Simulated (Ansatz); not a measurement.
This Mg3CdTe4 structure is the end of a relaxation. The cell was found from a structure generator's guess, not taken from experiment.

The calculation used Ansatz 0.2.0, DFT PBE, scalar-relativistic, plane waves, PAW. Cutoff 420 eV, Γ-centred mesh, Gaussian smearing, no spin polarisation.

```cif
data_structure
_symmetry_space_group_name_H-M 'P 1'
_symmetry_Int_Tables_number 1
_cell_length_a 4.6276
_cell_length_b 4.6276
_cell_length_c 15.0717
_cell_angle_alpha 90.000
_cell_angle_beta 90.000
_cell_angle_gamma 120.000
_cell_volume 279.52
loop_
_atom_site_label
_atom_site_type_symbol
_atom_site_fract_x
_atom_site_fract_y
_atom_site_fract_z
_atom_site_occupancy
Mg1 Mg 0.66667 0.33333 0.49577 1
Mg2 Mg 0.66667 0.33333 0.99993 1
Mg3 Mg 0.00000 0.00000 0.24813 1
Cd1 Cd 0.00000 0.00000 0.74992 1
Te1 Te 0.66667 0.33333 0.18740 1
Te2 Te 0.66667 0.33333 0.68338 1
Te3 Te 0.00000 0.00000 0.43545 1
Te4 Te 0.00000 0.00000 0.94003 1
```

The zero of energy is the elements' standard structures at the same level; no fitted shifts are applied.

Q: Find its symmetry and describe it.

A: P3m1 (No. 156), with Mg and Cd ordered on wurtzite sites. Conventional cell: a = 4.628 Å, c = 15.072 Å. Around Mg on its first site lie 4 Te at 2.82–2.83 Å; around Mg on its second site lie 4 Te at 2.82–2.83 Å; around Cd lie 4 Te at 2.85–2.87 Å; Te on its first site has 4 Mg at 2.82–2.83 Å; 4 more sites not described.

Q: How far does it lie from the elements in energy?

A: −0.775 eV/atom. A negative formation energy is needed for stability but isn't enough: competing phases decide.

Q: Is it a metal?

A: No, the gap on the 6×6×2 mesh is 1.59 eV.

The last run used a 6×6×2 mesh (in the run's order of axes) for its 8-atom cell and Gaussian smearing of 0.02 eV. Spin–orbit coupling, which can matter for Te, is left out. Kohn–Sham gaps at this level usually fall short of measured ones. The missing spin–orbit coupling can work the other way here. The reference form of Te is held partly by dispersion forces, which this level lacks. A later test with randomly moved atoms came back to the same energy, though modes that don't fit the test's cell weren't probed.
